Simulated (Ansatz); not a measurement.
A frame of BaLi7F9 from dynamics at 1900 K, with the forces (eV/Å) computed on a k mesh in the last three columns. Theory: Ansatz, DFT PBE, scalar-relativistic, plane waves, PAW.

Settings: cutoff 420 eV, Γ-centred mesh 4×4×4 on the computed 17-atom cell, Fermi–Dirac smearing of 0.16 eV; no spin polarisation.

```xyz
17
Lattice="5.603 0.028 -0.037 0.028 5.753 -0.072 -0.037 -0.072 5.540" Properties=species:S:1:pos:R:3:forces:R:3 pbc="T T T"
Ba    4.718    5.392    3.830   -0.800    0.370    0.030
F     3.701    5.324    1.427   -1.940    0.530    0.330
F     5.068    2.988    2.333   -3.040    1.980    1.740
F     1.493    3.992    0.562   -1.620   -1.000    2.010
F     4.187    3.142    5.284    0.940    1.230   -0.070
F     1.628    4.420    4.016    0.200    0.110   -2.400
F     2.040    2.097    2.100    5.490    0.230    1.590
F     2.746    1.132    5.115    1.790   -1.490    0.440
F     0.377    1.300    4.929    0.210    0.930   -0.510
F     0.288    0.307    1.858    0.370   -0.690    0.360
Li    0.595    2.077    2.011   -1.080   -2.750   -1.950
Li    4.955    4.235    1.179    0.640   -0.060   -0.750
Li    2.033    1.980    3.976   -0.140    0.580   -1.020
Li    3.823    1.716    1.007   -0.480    0.390    0.010
Li    0.464    3.197    4.823   -0.350   -1.000    0.530
Li    2.242    5.384    0.095   -0.020    0.870   -0.400
Li    2.019    4.552    2.182   -0.160   -0.230    0.070
```

Static pressure 13.1 GPa (no kinetic part), a gap on the mesh of 6.44 eV.

Counting as bonded all pairs within 1.2 times the summed covalent radii, but none from a metal cation to another cation:

```
atom → neighbour mean count mean length (Å) spread (Å)
          Ba → F        8.00             2.71        0.25
          F → Ba        0.89             2.71        0.25
          F → Li        2.89             1.87        0.20
          Li → F        3.71             1.87        0.20
```

Angles between all pairs of such bonds at an atom (mean ± spread): 98 ± 30° at Ba, 107 ± 28° at F, 110 ± 26° at Li.

Spin-orbit coupling is left out, which matters for the bands of heavy elements.

Cost: 1 run of about 1.4 core-minutes, on Arm Neoverse V1 (shared hosts).